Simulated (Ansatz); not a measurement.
TiO2 in space group P2_1/c (No. 14; Ti on 4e, O on 4e, O on 4e), r²SCAN in the plane-wave PAW code Ansatz. The conduction-band minimum lies at Y2, with 1 equivalent valley. Second derivatives d²E/dk² of the lowest band at one valley (eV·Å²), along Cartesian directions:

```csv
direction,d²E/dk²
[100],4.194
[010],4.867
[001],1.066
[110],4.528
[101],3.963
[011],2.965
```

### Question
Find the principal effective masses, the density-of-states mass and the conductivity mass.

### Answer
Off-diagonal terms follow from H_xy = H[110] − (H_xx + H_yy)/2, and m*/mₑ = 7.620 eV·Å² over each eigenvalue: 1.6, 1.6, 13. One valley's DOS mass (m₁m₂m₃)^(1/3) = 3.2, conductivity mass 3/(Σ 1/mᵢ) = 2.3 mₑ.

### Question
What effective density of states Nc follows at 300 K for parabolic valleys?

### Answer
Nc = 2.509e19 × 1 × (3.2)^(3/2) ≈ 1.4e20 cm⁻³.

The workflow started from a Materials Project entry (that database holds measured and hypothetical structures alike); the Crystallography Open Database files this formula in space group No. 14, but the cells were not matched. It is not the phase usual at ambient conditions (space group No. 61, 136, 141). The cell was relaxed with r²SCAN under the symmetry of its start; its stability against distortions is not shown here. No spin polarisation was allowed.

Potentials: the later of the program's two PAW sets.

Edges and masses are those of Kohn–Sham bands, whose gap is no quasiparticle gap.
